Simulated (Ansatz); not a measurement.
HfO$_{2}$:
```
HfO2
1.0
    0.00000     2.52952     2.52952
    2.52952     0.00000     2.52952
    2.52952     2.52952     0.00000
Hf O
1 2
Cartesian
  0.00000   0.00000   0.00000
  3.79428   3.79428   3.79428
  1.26476   1.26476   1.26476
```

r²SCAN (plane waves, PAW; program Ansatz) gives a gap of 4.30 eV without spin–orbit coupling, maximum at X, minimum at X.

Question: What happens when spin–orbit coupling is switched on?

Answer: The gap hardly moves, to 4.30 eV; maximum at X, minimum at X.

Question: Give the electron effective mass with spin–orbit coupling.

Answer: 0.77, 0.77, 1.2 mₑ (principal values).

Question: Give the hole effective mass with spin–orbit coupling.

Answer: 0.28, 2.9, 2.9 mₑ (principal values).

Space group Fm-3m (fluorite). This is a known high-temperature phase of the composition, computed here at zero pressure and temperature. Symmetry was held in the r²SCAN relaxation. At this level the phase is dynamically unstable (imaginary phonons). No spin polarisation was allowed.

Potentials: the earlier of the program's two PAW sets.
